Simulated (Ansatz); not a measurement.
An ordered 6-atom cell of Ga3SbP2 on the zincblende lattice (Imm2) at its r2SCAN geometry, run in Ansatz at 2 levels of theory. All values are calculated for a non-magnetic cell, which may be hypothetical.

The r2SCAN input:
```yaml
crystal:
  lattice:
    - [-2.0045871159, 6.0132424778, 2.8370117884]
    - [2.0045871159, -6.0132424778, 2.8370117884]
    - [2.0045871159, 6.0132424778, -2.8370117884]
  atoms:
    - { symbol: P, position: [0.3305712817, -6.29729e-05, 0.3306342546] }
    - { symbol: Ga, position: [0.5530536872, 0.7326327982, 0.8204208889] }
    - { symbol: P, position: [0.6693027724, -6.29729e-05, 0.6693657454] }
    - { symbol: Ga, position: [0.9122119093, 0.7326327982, 0.1795791111] }
    - { symbol: Sb, position: [-0.0014747497, -0.0014747497, 0.0] }
    - { symbol: Ga, position: [0.2863350992, 0.7863350992, 0.5] }
kpoints:
  mp_grid: { grid: [8, 8, 8] }
  band_path:
    path:
      - [0.0, 0.0, 0.0]
      - [0.5, -0.5, 0.5]
      - [0.2777825718, -0.2777825718, 0.7222174282]
      - [-0.2777825718, 0.2777825718, 0.2777825718]
      - [0.3056473972, 0.3056473972, -0.3056473972]
      - [0.6943526028, -0.3056473972, 0.3056473972]
      - [0.0, 0.5, 0.0]
      - [0.25, 0.25, 0.25]
      - [0.5, 0.0, 0.0]
    npoints: 1
hamiltonian:
  xc: r2scan
scf:
  occupations: { method: fixed }
  n_extra_bands: 5
output:
  forces: true
  stress: true
  eigenvalues: true
  write_density: true
  write_potential: true
  elf: true
  volumetric_format: npy
```

Main results, then, where recorded, the levels near the gap in eV from the Fermi energy (columns number the bands from 0), one row a point of the path (Γ, X, F₀, Σ₀, Λ₀, G₀, R, W, S):
```
Crystal: 6 atoms, lattice volume = 136.790 Å³
Symmetry: 4 space group operations
Space group: Imm2 (ITA 44)
```
```
Basis set: ecut = 500 eV, 3421 PW (Γ), FFT grids on a1+a2, a2, a2+a3
k-points: 95 of 512 (time reversal used)
SCF 1 converged in 8 iterations: F = -19390.554287 eV  dr2 = 1.54e-8
Free energy (F): -19390.554287 eV
Fermi energy:    7.632255 eV
--- Forces (eV/Å), atoms counted from 1 ---
  atom   1  P       0.00000      0.00317      0.00300
  atom   2  Ga      0.00000      0.00368    -0.00286
  atom   3  P       0.00000    -0.00317      0.00300
  atom   4  Ga      0.00000    -0.00368    -0.00286
  atom   5  Sb      0.00000      0.00000    -0.00295
  atom   6  Ga      0.00000      0.00000      0.00267
--- Stress (GPa, compression-positive) ---
       -0.012546       0.000000       0.000000
        0.000000      -0.000315       0.000000
        0.000000       0.000000      -0.004710
  P = ⅓ Tr σ = -0.0059 GPa (-0.059 kbar)
```
```tsv
band_29	band_30	band_31	band_32	band_33	band_34
-0.441	-0.429	0.000	1.089	1.578	2.659
-2.445	-1.506	-0.083	1.149	1.303	2.275
-2.977	-2.630	-1.705	1.327	1.631	2.135
-2.977	-2.630	-1.705	1.327	1.631	2.135
-1.412	-1.276	-0.517	1.099	1.143	1.941
-1.412	-1.276	-0.517	1.099	1.143	1.941
-2.739	-1.550	-1.481	1.136	3.422	3.499
-2.585	-2.009	-1.812	2.259	2.430	3.673
-2.027	-1.498	-0.668	1.033	2.043	2.677
```

With r2SCAN the valence top lies at Γ and the conduction bottom at S, 1.03 eV higher; the smallest vertical gap, at Γ, is 1.09 eV.

**Question.** In the first input these blocks are replaced (the band path and keys that only write files left aside):
```yaml
kpoints:
  mp_grid: { grid: [4, 4, 4] }
hamiltonian:
  xc: hse06
```
What comes out?

**Answer.**
```
Basis set: ecut = 420 eV, 2679 PW (Γ), FFT grids on a1+a2, a2, a2+a3
k-points: 18 of 64 (time reversal used)
SCF 1 stopped early in 5 iterations: F = -19346.574866 eV  dr2 = 2.01e-6
Exchange kernel: α = 0.2500, screened, ω = 0.2079 Å⁻¹, Wigner–Seitz truncation, v(0) = 1042.7914 eV·Å³, q-mesh 4×4×4
SCF 2 stopped early in 7 iterations: F = -19353.553508 eV  dr2 = 1.56e-6
hybrid outer 1: dexx = +2.955e-2 eV, tail = 1.04e-4 eV
SCF 3 converged in 7 iterations: F = -19353.552970 eV  dr2 = 6.45e-10
hybrid outer 2: dexx = +3.796e-6 eV, tail = 5.25e-8 eV, Δε = 2.59e-3 eV, ΔF = 3.78e-3 eV/Å
Free energy (F): -19353.552969 eV
Fermi energy:    7.430929 eV
--- Forces (eV/Å), atoms counted from 1 ---
  atom   1  P       0.00000      0.00244      0.01569
  atom   2  Ga      0.00000      0.02157    -0.00152
  atom   3  P       0.00000    -0.00244      0.01569
  atom   4  Ga      0.00000    -0.02157    -0.00152
  atom   5  Sb      0.00000      0.00000    -0.01161
  atom   6  Ga      0.00000      0.00000    -0.01678
--- Stress (GPa, compression-positive) ---
        0.884398       0.000000       0.000000
        0.000000       0.291323       0.000000
        0.000000       0.000000       0.151547
  P = ⅓ Tr σ = 0.4424 GPa (4.424 kbar)
```
```tsv
band_29	band_30	band_31	band_32	band_33	band_34
-0.444	-0.431	0.000	1.487	2.016	3.087
-2.493	-1.574	-0.073	1.529	1.674	2.791
-3.092	-2.701	-1.732	1.701	2.009	2.524
-3.092	-2.701	-1.732	1.701	2.009	2.524
-1.432	-1.291	-0.522	1.501	1.563	2.352
-1.432	-1.291	-0.522	1.501	1.563	2.352
-2.822	-1.589	-1.511	1.537	3.931	3.982
-2.647	-2.074	-1.850	2.713	2.858	4.125
-2.050	-1.531	-0.678	1.444	2.498	3.111
```
HSE06 gives an indirect gap of 1.44 eV, from Γ to S; the least direct gap is 1.49 eV at Γ. The mean pressure at these positions is +0.4 GPa, compression counted positive. (The program warns that its thresholds are loose for a hybrid's stress.)

Small level splittings and stresses of the hybrids carry the error of their coarser meshes.

Totals of different functionals can't be compared.

Spin-orbit coupling is left out, which matters wherever the heavy atoms make up the band edges.
